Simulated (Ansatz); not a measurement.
Input:

LaAlH$_{6}$:
```cif
data_H18Al3La3
_chemical_formula_sum 'La3 Al3 H18'
_space_group_name_H-M_alt 'R-3m :H'
_space_group_IT_number 166
_space_group_name_Hall '-R 3 2"'
_cell_length_a 6.52186
_cell_length_b 6.52186
_cell_length_c 6.29757
_cell_angle_alpha 90.000
_cell_angle_beta 90.000
_cell_angle_gamma 120.000
loop_
_atom_site_label
_atom_site_type_symbol
_atom_site_symmetry_multiplicity
_atom_site_Wyckoff_symbol
_atom_site_fract_x
_atom_site_fract_y
_atom_site_fract_z
_atom_site_occupancy
La1 La 3 b 0.00000 0.00000 0.50000 1
Al1 Al 3 a 0.00000 0.00000 0.00000 1
H1 H 18 h 0.11749 0.23499 0.17414 1
```
(The calculation used a cell of 8 atoms; values per cell refer to that cell.)

This is the r²SCAN-relaxed structure.

All from plane-wave PAW r²SCAN (Ansatz code), unless another level is named. Give the formation energy from the elements (no fitted shifts).

-0.43 eV/atom.

Predict the valence-band maximum.

at L.

Predict the conduction-band minimum.

at Γ.

The first step of the workflow began from a Materials Project structure, measured or hypothetical; the Crystallography Open Database copy checked does not list it. Its standing as an ambient phase is unchecked. The r²SCAN relaxation kept the symmetry of its start; its stability against distortions is not shown here. The references are the lowest solids computed at this level, not always the standard phases (solids in place of the gases). Spin–orbit coupling is left out wherever it is not named.

Potentials: the later of the program's two PAW sets.
